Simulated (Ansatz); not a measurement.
TaC:
```yaml
crystal:
  lattice:
    - [0.00000, 2.23770, 2.23770]
    - [2.23770, 0.00000, 2.23770]
    - [2.23770, 2.23770, 0.00000]
  atoms:
    - { symbol: Ta, position: [0.00000, 0.00000, 0.00000] }
    - { symbol: C, position: [0.50000, 0.50000, 0.50000] }
```

Relaxed with PBE. Special points in fractions of this cell's reciprocal vectors: Γ (0.000, 0.000, 0.000); X (0.500, 0.000, 0.500); U (0.625, 0.250, 0.625); K (0.375, 0.375, 0.750); L (0.500, 0.500, 0.500); W (0.500, 0.250, 0.750).

Problem. List the band energies nearest the Fermi level at these points for plane-wave PAW PBE (Ansatz code).

Solution. In eV from the Fermi level; about four levels below and three above (degenerate sets whole), none deeper than 8.9 eV; … stands for higher levels left out; points with the same levels are listed once.

| k | below | above |
|---|---|---|
| Γ | -1.27 -1.27 -1.27 -0.45 -0.45 -0.45 | … |
| X | -4.59 -4.44 -1.74 -1.74 | 2.60 4.05 4.05 |
| U | -5.81 -4.85 -3.77 -0.58 | 3.13 3.95 6.21 |
| L | -8.61 -5.38 -5.38 | 2.70 2.70 3.66 |
| W | -5.20 -4.93 -4.93 | 1.62 1.62 4.06 |

Space group Fm-3m (rock salt). The PBE relaxation kept the symmetry of its start. The run is not spin-polarised. Scalar-relativistic: spin–orbit coupling is off unless named, which matters more the heavier the elements.

Potentials: the later of the program's two PAW sets.
